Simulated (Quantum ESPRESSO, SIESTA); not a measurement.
Given: the input of a run of Quantum ESPRESSO 7.5 on Zr3S2. The cell comes from a database or a generator and needn't be the stable form of this composition.

File pw.in:

```
&CONTROL
  calculation = 'scf'
  prefix = 'pwscf'
  outdir = './tmp'
  pseudo_dir = './pseudo'
  tprnfor = .true.
  tstress = .true.
  disk_io = 'low'
/
&SYSTEM
  ibrav = 0
  nat = 5
  ntyp = 2
  ecutwfc = 55
  ecutrho = 440
  nbnd = 33
  occupations = 'smearing'
  smearing = 'fd'
  degauss = 0.00367493
/
&ELECTRONS
  conv_thr = 1d-09
  electron_maxstep = 120
  mixing_beta = 0.5
/
ATOMIC_SPECIES
Zr    91.2240 Zr_pbe_v1.uspp.F.UPF
S     32.0600 s_pbe_v1.4.uspp.F.UPF
CELL_PARAMETERS angstrom
   2.9025379727    1.6757810799    3.4877732718
  -2.9025379727    1.6757810799    3.4877732718
   0.0000000000   -3.3515621597    3.4877732718
ATOMIC_POSITIONS crystal
Zr     0.8387270000    0.5000000000    0.1612730000
Zr     0.5000000000    0.1612730000    0.8387270000
Zr     0.1612730000    0.8387270000    0.5000000000
S      0.6650230000    0.6650230000    0.6650230000
S      0.3349770000    0.3349770000    0.3349770000
K_POINTS automatic
6 6 6 0 0 0
```

Contents of pp_density.in:

```
&INPUTPP
  prefix = 'pwscf'
  outdir = './tmp'
  filplot = 'density.dat'
  plot_num = 0
/
&PLOT
  nfile = 1
  filepp(1) = 'density.dat'
  iflag = 3
  output_format = 6
  fileout = 'density.cube'
/
```

pp_potential.in

```
&INPUTPP
  prefix = 'pwscf'
  outdir = './tmp'
  filplot = 'potential.dat'
  plot_num = 11
/
&PLOT
  nfile = 1
  filepp(1) = 'potential.dat'
  iflag = 3
  output_format = 6
  fileout = 'potential.cube'
/
```

Potentials or basis: SSSP 1.3 efficiency PBE.

The run is started by

```console
$ OMP_NUM_THREADS=1 pw.x -in pw.in > pw.out
$ OMP_NUM_THREADS=1 pp.x -in pp_density.in > pp_density.out
$ OMP_NUM_THREADS=1 pp.x -in pp_potential.in > pp_potential.out
```

Task: Set up the same calculation for SIESTA 5.4.2. Potentials or basis there: files PseudoDojo sr-pbe-0.4.1-standard, DZP (energy shift 0.003 Ry; two zetas on semicore shells).

Result: As run (cutoffs and basis follow the program's own potentials, and thresholds, step limits or extra output files can differ):

Contents of Zr3S2.fdf:

```
SystemName                      Zr3S2
SystemLabel                     Zr3S2
NumberOfSpecies                 2
NumberOfAtoms                   5
%block ChemicalSpeciesLabel
  1  40 Zr
  2  16 S
%endblock ChemicalSpeciesLabel

LatticeConstant                 1.0 Ang
%block LatticeVectors
     2.9025379727     1.6757810799     3.4877732718
    -2.9025379727     1.6757810799     3.4877732718
     0.0000000000    -3.3515621597     3.4877732718
%endblock LatticeVectors
AtomicCoordinatesFormat         Fractional
%block AtomicCoordinatesAndAtomicSpecies
     0.8387270000     0.5000000000     0.1612730000  1  Zr
     0.5000000000     0.1612730000     0.8387270000  1  Zr
     0.1612730000     0.8387270000     0.5000000000  1  Zr
     0.6650230000     0.6650230000     0.6650230000  2  S
     0.3349770000     0.3349770000     0.3349770000  2  S
%endblock AtomicCoordinatesAndAtomicSpecies

%block kgrid.MonkhorstPack
    6   0   0  0.0
    0   6   0  0.0
    0   0   6  0.0
%endblock kgrid.MonkhorstPack
XC.Functional                   GGA
XC.Authors                      PBE
PAO.BasisSize                   DZP
PAO.EnergyShift                 0.003 Ry
Mesh.Cutoff                     800 Ry
OccupationFunction              FD
ElectronicTemperature           0.05 eV
MaxSCFIterations                120
SCF.MustConverge                false
SCF.Mixer.Method                Pulay
SCF.Mixer.Weight                0.25
SCF.Mixer.History               8
SCF.DM.Tolerance                5.0e-05
SCF.H.Tolerance                 1.0e-03 eV
WriteForces                     true
Charge.Mulliken                 end
%block PAO.Basis
  Zr 5
  n=4 0 2
    3.497 0.000
  n=5 0 2
    9.041 0.000
  n=4 1 2
    4.057 0.000
  n=5 1 1
    9.041
  n=4 2 2
    7.356 0.000
%endblock PAO.Basis
```

Potentials or basis: PseudoDojo 0.4 standard (PBE files), converted to PSML, two zetas on semicore shells, DZP (energy shift 0.003 Ry; two zetas on semicore shells).

The run is started by

```console
$ siesta Zr3S2.fdf > Zr3S2.out 2>&1
```

Both were run:

|  | Quantum ESPRESSO | SIESTA |
| --- | --- | --- |
| Pressure | -1.0 GPa | 0.6 GPa |

Pressure is positive in compression.
